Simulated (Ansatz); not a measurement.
MoS₂ under strain — 33S NMR of the central transition

Cell: an entry of the Crystallography Open Database (COD), relaxed with PBE at fixed cell and then changed (z stretched by 3 %, ions relaxed).

```
Mo S
1.0
     3.14000    0.00000    0.00000
    -1.57000    2.71932    0.00000
     0.00000    0.00000   12.90590
Mo S
2 4
Cartesian
  0.0000 1.8129 3.2265
  1.5700 0.9064 9.6794
  0.0000 1.8129 8.1046
  1.5700 0.9064 1.6516
  0.0000 1.8129 11.2543
  1.5700 0.9064 4.8013
```

Sites (sets of like atoms) are named by element and the number of their first atom in this list.

All values are calculated (Ansatz; DFT, PBE, plane waves and PAW, scalar-relativistic, collinear spin, 420 eV cutoff, Γ-centred 16×16×4 k-points, Fermi–Dirac smearing 0.02 eV), not measured. Start moments as typed (μB): 2 on each Mo, none on the rest.

33S has I = 3/2 and Q = -69.40 mb (Pyykkö 2018); at 14.1 T its Larmor frequency is ν₀ = 46.1 MHz. Only the quadrupole interaction is simulated: positions count from each site's isotropic chemical shift, and shift anisotropy, dipolar and J coupling are left out.

Simulated pattern of one S site (static powder, Gaussian broadening 6 kHz):

| offset (kHz) | height |
| --- | --- |
| -152.7 | 0 |
| -142.1 | 89 |
| -131.5 | 100 |
| -120.9 | 64 |
| -110.3 | 51 |
| -99.7 | 45 |
| -89.1 | 41 |
| -78.5 | 39 |
| -67.8 | 36 |
| -57.2 | 35 |
| -46.6 | 34 |
| -36.0 | 34 |
| -25.4 | 33 |
| -14.8 | 33 |
| -4.2 | 32 |
| 6.4 | 26 |
| 17.0 | 27 |
| 27.6 | 29 |
| 38.2 | 32 |
| 48.8 | 37 |
| 59.4 | 45 |
| 70.0 | 71 |
| 80.6 | 63 |
| 91.2 | 0 |

Problem. Which |C_Q| and η does the pattern imply?

Solution. The pattern spans 219 kHz before broadening and its centre of gravity is at -42.1 kHz, which fixes P_Q; the places of the horns and steps fix η. That gives P_Q = 8.82 MHz, |C_Q| = 8.82 MHz and η = 0.00. The sign of C_Q can't be read from the pattern.

An axis of threefold or higher order runs through S, so V_zz lies along it and η is zero.

Without spin–orbit coupling (the program notes it for Mo) the gradients can shift somewhat, as the gap is small. The start moments die out, and the run ends without spin.
